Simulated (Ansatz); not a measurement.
Structure: an ordered 6-atom cell of In3Sb2As on the zincblende lattice (Imm2), at its r2SCAN minimum. As is surrounded by 4 In at 2.65–2.69 Å; In is surrounded by 2 As at 2.69 Å and 2 Sb at 2.83 Å; Sb is surrounded by 4 In at 2.82–2.84 Å; In is surrounded by 1 As at 2.65 Å and 3 Sb at 2.82–2.84 Å.

Space group Imm2 (No. 44). a = 4.535 Å, b = 13.600 Å, c = 6.398 Å, α = 90.00°, β = 90.00°, γ = 90.00°
```json
{"atom": "As", "site": "2a", "symmetry": "mm2", "x": "0.0000", "y": "0.0000", "z": "0.0024"}
{"atom": "In", "site": "2b", "symmetry": "mm2", "x": "0.5000", "y": "0.0000", "z": "0.2300"}
{"atom": "Sb", "site": "4d", "symmetry": "m..", "x": "0.0000", "y": "0.3343", "z": "0.9986"}
{"atom": "In", "site": "4d", "symmetry": "m..", "x": "0.5000", "y": "0.3418", "z": "0.2602"}
```

The questions ask for values computed with the plane-wave code Ansatz on this geometry. Non-magnetic throughout. Whether this structure exists isn't addressed.

(1) What gap does PBE give, and where are the band edges?

(2) Estimate the gap with PBE+SOC on 8×8×8.

(3) Estimate the gap with r2SCAN on 8×8×8.

(4) What does HSE06 give for the gap (4×4×4 mesh)?

(5) What do these levels agree on?

Answers

(1) With PBE the valence top at Γ–X (0.10 of the way from Γ) and the conduction bottom at Γ reach the same energy, so the least gap is zero; the least direct gap is 0.08 eV.

(2) PBE+SOC gives an indirect gap of 0.04 eV, from Γ–X (0.10 of the way from Γ) to Γ; the least direct gap is 0.07 eV at Γ. (With 0.02 eV of smearing so small a gap leaves both edges partly filled, and it could close between the points sampled.)

(3) With r2SCAN the valence top at Γ–X (0.10 of the way from Γ) and the conduction bottom at Γ reach the same energy, so the least gap is zero; the least direct gap is 0.08 eV.

(4) With HSE06 the gap is 0.14 eV and direct, at Γ.

(5) Direct and least gap lie within 0.04 eV at some levels, so the kind of gap isn't settled.

Only the levels marked +SOC include spin-orbit coupling.

Where an edge lies off the special points, it is a point of the mesh or the k point where a search put PBE's edge or least direct gap, reused for the other functionals, whose own edges may lie a little apart; PBE's own value is read along its path and can be a few hundredths of an eV high.
